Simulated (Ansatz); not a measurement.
Ta₂O₅ in space group Pmmm (No. 47; Pearson symbol oP7) under volume change, PBEsol (plane waves, PAW; program Ansatz), shape and atoms relaxed at each volume.

| V (Å³/atom) | E − E(relaxed) (meV/atom) | P (GPa) |
|---|---|---|
| 11.845 | 81.3 | 24.27 |
| 12.235 | 34.0 | 14.79 |
| 12.626 | 8.0 | 6.77 |
| 13.016 | 0.0 | 0.00 |
| 13.407 | 7.1 | -5.70 |
| 13.797 | 27.0 | -10.48 |
| 14.187 | 57.6 | -14.48 |

Q: What does a third-order Birch–Murnaghan fit give for V₀, B₀ and B′?

A: V₀ = 13.02 Å³/atom, B₀ = 206 GPa, B′ = 4.7.

The workflow started from a Materials Project entry (that database holds measured and hypothetical structures alike); the Crystallography Open Database copy checked does not list it. COD files the formula under space group No. 49, so this cell is another polymorph or a model. Its standing as an ambient phase is unchecked. The PBEsol relaxation kept the symmetry of its start. At this level the phase is dynamically unstable (imaginary phonons). No spin polarisation was allowed. Spin–orbit coupling is left out wherever it is not named.

Potentials: the later of the program's two PAW sets.
